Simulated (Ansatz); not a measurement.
The start is a generated cell, ZnInGaO4 built in the InGaZnO4 structure type. The structure is fully relaxed (lattice and positions, P = 0) with r2SCAN (plane waves to 500 eV, PAW, scalar-relativistic; Ansatz, a quantum-chemistry and plane-wave program). First-step values are on the input's coarse k-mesh.

Ansatz input (later rounds restart from its end on a renewed k-mesh):
Ansatz 0.2 input:
```yaml
crystal:
  lattice:
    - [1.6475001, 0.9511846, 8.69]
    - [-1.6475001, 0.9511846, 8.69]
    - [0, -1.9023692, 8.69]
  atoms:
    - { symbol: In, position: [0, 0, 0] }
    - { symbol: Ga, position: [0.2171, 0.2171, 0.2171] }
    - { symbol: Zn, position: [0.7829, 0.7829, 0.7829] }
    - { symbol: O, position: [0.1282, 0.1282, 0.1282] }
    - { symbol: O, position: [0.8718, 0.8718, 0.8718] }
    - { symbol: O, position: [0.2928, 0.2928, 0.2928] }
    - { symbol: O, position: [0.7072, 0.7072, 0.7072] }
basis: { ecutwfc: 500, ecutrho_ratio: 4, xc_grid: 4, fft_grid_basis: typed }
kpoints: { mp_grid: { grid: [8, 8, 8] } }
hamiltonian:
  xc: r2scan
  dispersion: none
  pseudopotentials: { azcp: { folder: ./paw }, kind: paw }
scf: { occupations: { method: fermi_dirac, width: 0.05 } }
relax: { f_tol: 0.01, max_steps: 100, cell: { stress_tol: 0.02 } }
output: { forces: true, stress: true }
```

Which atoms feel the largest initial force, and how large is it?

2.15 eV/Å, on O6 (atoms numbered as listed).

By how much does the energy per atom fall from start to end?

0.086 eV/atom.

How do the shortest distances between atoms change?

The closest pairs of elements (up to four, under 3.6 Å), start → end: Ga–O 1.93 → 1.91 Å; O–Zn 1.93 → 1.97 Å; In–O 2.18 → 2.19 Å; O–O 2.76 → 2.73 Å.

Is the relaxed structure metallic? Give its gap.

1.77 eV, direct at Γ (no spin-orbit coupling).

Write out the relaxed structure.


```cif
data_Ga3In3O12Zn3
_chemical_formula_sum 'In3 Ga3 Zn3 O12'
_space_group_name_H-M_alt 'R3m :H'
_space_group_IT_number 160
_space_group_name_Hall 'R 3 -2"'
_cell_length_a 3.31107
_cell_length_b 3.31107
_cell_length_c 25.76166
_cell_angle_alpha 90.000
_cell_angle_beta 90.000
_cell_angle_gamma 120.000
loop_
_atom_site_label
_atom_site_type_symbol
_atom_site_symmetry_multiplicity
_atom_site_Wyckoff_symbol
_atom_site_fract_x
_atom_site_fract_y
_atom_site_fract_z
_atom_site_occupancy
In1 In 3 a 0.00000 0.00000 0.00307 1
Ga1 Ga 3 a 0.00000 0.00000 0.78710 1
Zn1 Zn 3 a 0.00000 0.00000 0.21873 1
O1 O 3 a 0.00000 0.00000 0.86348 1
O2 O 3 a 0.00000 0.00000 0.12104 1
O3 O 3 a 0.00000 0.00000 0.71138 1
O4 O 3 a 0.00000 0.00000 0.29519 1
```
(The calculation used a cell of 7 atoms; values per cell refer to that cell.)

The space group stays R3m (No. 160) (the run could not lower it), with 7 atoms in the primitive cell. Final values are on a 12×12×12 k-mesh of the relaxed cell. No spin polarisation in the result.

The run could not lose the symmetry of its start; a randomly shaken copy of 7 atoms returns to this structure.
